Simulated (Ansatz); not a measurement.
A generated cell, not matched to a known phase here, of TiRu2: Fddd, origin choice 1 (No. 70), oF24; a = 4.978 Å, b = 7.969 Å, c = 8.553 Å, α = β = γ = 90.00°; Ru 16f (0.000, 0.322, 0.000); Ti 8a (0.000, 0.000, 0.000). Method: PBEsol (plane waves to 420 eV, PAW, scalar-relativistic; Ansatz, a quantum-chemistry and plane-wave program). Element references, the lowest calculated here: Ru (P6₃/mmc), Ti (P6₃/mmc).

**Question.** Give the formation energy of this Fddd form of TiRu2 from the elements at the level PBEsol.

**Answer.** -0.19 eV/atom.

A lower structure of this composition may exist, and whether it forms at all is not checked here.

Static energies, no anion corrections, no zero-point energy. Values are rounded to 0.01 eV/atom. Not shown to be the ambient phase of their composition (a lower form may be missing, and a cell relaxed within its start's symmetry can be a saddle point): TiRu2 (Fddd). The compounds carry no spin polarisation.
